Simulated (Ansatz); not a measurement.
Ti₂Re in space group P-3m1 (No. 164; Ti on 2d, Re on 1a), PBE (plane waves, PAW; program Ansatz), all energies at zero smearing, with the estimated change up to a 700 eV cutoff added, with one set of potentials and settings (totals compare only within such a set). Cell of 3 atoms (2 Ti, 1 Re): -15868.331 eV.

| element | reference phase | E (eV/atom) |
|---|---|---|
| Ti | P6/mmm, 3 atoms in the cell | -2499.6739 |
| Re | P6_3/mmc, 2 atoms in the cell | -10868.0812 |

Formation energy per atom, worked out: (-15868.331 − 2×(-2499.6739) − 1×(-10868.0812))/3 = -0.301 eV/atom (-29 kJ per mol of atoms), at 0 K, without zero-point energy or fitted corrections.

The first step of the workflow began from a Materials Project structure, measured or hypothetical; the Crystallography Open Database copy checked does not list it. Its standing as an ambient phase is unchecked. The PBE relaxation kept the symmetry of its start; whether a distortion lowers the energy is not shown. No spin polarisation was allowed. The references are the lowest solids computed at this level, not always the standard phases. Scalar-relativistic: spin–orbit coupling is off unless named, which matters more the heavier the elements.

Potentials: the later of the program's two PAW sets.
